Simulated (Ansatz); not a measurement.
A relaxation computed with Ansatz, from input to last step.

```yaml
crystal:
  lattice:
    - [1.519203981, 0.8771128273, 7.0422810765]
    - [-1.519203981, 0.8771128273, 7.0422810765]
    - [0.0, -1.7542256547, 7.0422810765]
  atoms:
    - { symbol: Mg, position: [0.4, 0.4, 0.4] }
    - { symbol: Mg, position: [0.6, 0.6, 0.6] }
    - { symbol: H, position: [0.0, 0.0, 0.0] }
    - { symbol: H, position: [0.2095, 0.2095, 0.2095] }
    - { symbol: H, position: [0.7905, 0.7905, 0.7905] }
basis:
  ecutwfc: 420
kpoints:
  mp_grid: { grid: [6, 6, 6] }
hamiltonian:
  xc: pbe
scf:
  occupations: { method: gaussian, width: 0.1 }
  lower_state_search: "off"
output:
  forces: true
  stress: true
  eigenvalues: true
relax:
  adjacent_minimum: "off"
  f_tol: 0.04
  max_steps: 70
  cell: { stress_tol: 0.4 }
```

```bash
ansatz run input.yaml --threads 1 --pin off --max-ram 2560MiB --backend cpu --events-out ev --progress --plain --runs-dir out
```

Computed with DFT PBE, scalar-relativistic, plane waves, PAW in Ansatz 0.2.0.

Of 6 frames 6 are shown, positions in Å and forces in eV/Å; the SCF threshold varies from step to step. Steps run on the plane waves of an earlier cell, with a Pulay correction in the pressure. The basis is chosen afresh for the last frame, the zero of the energies, and at times for earlier ones too; energy and pressure step there, also at an unchanged geometry. The end is built of layers, and without a dispersion correction their distances are poorly fixed.

```xyz
5
Lattice="1.5192 0.8771 7.0423 -1.5192 0.8771 7.0423 0.0000 -1.7542 7.0423" Properties=species:S:1:pos:R:3:forces:R:3 pbc="T T T" step=1 free_energy_over_end_meV_per_atom=114.72 pressure_GPa=-1.49
Mg    0.0000    0.0000    8.4507    0.0000    0.0000    0.4797
Mg    0.0000    0.0000   12.6761    0.0000    0.0000   -0.4797
H     0.0000    0.0000    0.0000    0.0000    0.0000    0.0000
H     0.0000    0.0000    4.4261    0.0000    0.0000    0.9850
H     0.0000    0.0000   16.7008    0.0000    0.0000   -0.9850
5
Lattice="1.5445 0.8917 6.7728 -1.5445 0.8917 6.7728 0.0000 -1.7834 6.7728" Properties=species:S:1:pos:R:3:forces:R:3 pbc="T T T" step=2 free_energy_over_end_meV_per_atom=31.50 pressure_GPa=0.31
Mg    0.0000    0.0000    8.1772    0.0000    0.0000   -0.0456
Mg    0.0000    0.0000   12.1412    0.0000    0.0000    0.0456
H     0.0000    0.0000    0.0000    0.0000    0.0000    0.0000
H     0.0000    0.0000    4.4440    0.0000    0.0000    0.4428
H     0.0000    0.0000   15.8743    0.0000    0.0000   -0.4428
5
Lattice="1.5883 0.9170 6.4580 -1.5883 0.9170 6.4580 0.0000 -1.8340 6.4580" Properties=species:S:1:pos:R:3:forces:R:3 pbc="T T T" step=3 free_energy_over_end_meV_per_atom=6.71 pressure_GPa=1.41
Mg    0.0000    0.0000    7.7080    0.0000    0.0000    0.3428
Mg    0.0000    0.0000   11.6659    0.0000    0.0000   -0.3428
H     0.0000    0.0000    0.0000    0.0000    0.0000    0.0000
H     0.0000    0.0000    4.4157    0.0000    0.0000    0.0699
H     0.0000    0.0000   14.9582    0.0000    0.0000   -0.0699
5
Lattice="1.5925 0.9194 6.6687 -1.5925 0.9194 6.6687 0.0000 -1.8389 6.6687" Properties=species:S:1:pos:R:3:forces:R:3 pbc="T T T" step=4 free_energy_over_end_meV_per_atom=0.92 pressure_GPa=0.32
Mg    0.0000    0.0000    7.9805    0.0000    0.0000    0.0372
Mg    0.0000    0.0000   12.0255    0.0000    0.0000   -0.0372
H     0.0000    0.0000    0.0000    0.0000    0.0000    0.0000
H     0.0000    0.0000    4.5982    0.0000    0.0000    0.0416
H     0.0000    0.0000   15.4077    0.0000    0.0000   -0.0416
5
Lattice="1.5983 0.9228 6.7228 -1.5983 0.9228 6.7228 0.0000 -1.8455 6.7228" Properties=species:S:1:pos:R:3:forces:R:3 pbc="T T T" step=5 free_energy_over_end_meV_per_atom=0.56 pressure_GPa=0.00
Mg    0.0000    0.0000    8.0394    0.0000    0.0000    0.0056
Mg    0.0000    0.0000   12.1291    0.0000    0.0000   -0.0056
H     0.0000    0.0000    0.0000    0.0000    0.0000    0.0000
H     0.0000    0.0000    4.6648    0.0000    0.0000    0.0118
H     0.0000    0.0000   15.5037    0.0000    0.0000   -0.0118
5
Lattice="1.5983 0.9228 6.7228 -1.5983 0.9228 6.7228 0.0000 -1.8455 6.7228" Properties=species:S:1:pos:R:3:forces:R:3 pbc="T T T" step=6 free_energy_over_end_meV_per_atom=0.00 pressure_GPa=0.05
Mg    0.0000    0.0000    8.0394    0.0000    0.0000    0.0054
Mg    0.0000    0.0000   12.1291    0.0000    0.0000   -0.0054
H     0.0000    0.0000    0.0000    0.0000    0.0000    0.0000
H     0.0000    0.0000    4.6648    0.0000    0.0000    0.0117
H     0.0000    0.0000   15.5037    0.0000    0.0000   -0.0117
```

The start puts this composition into another compound's structure type, which needn't suit it. At the end the space group is R-3m (tolerance 0.05 Å).

Time: 12 s on 1 thread of Arm Neoverse V1, with other jobs on the host, peak memory 0.31 GiB.

The k mesh is coarse.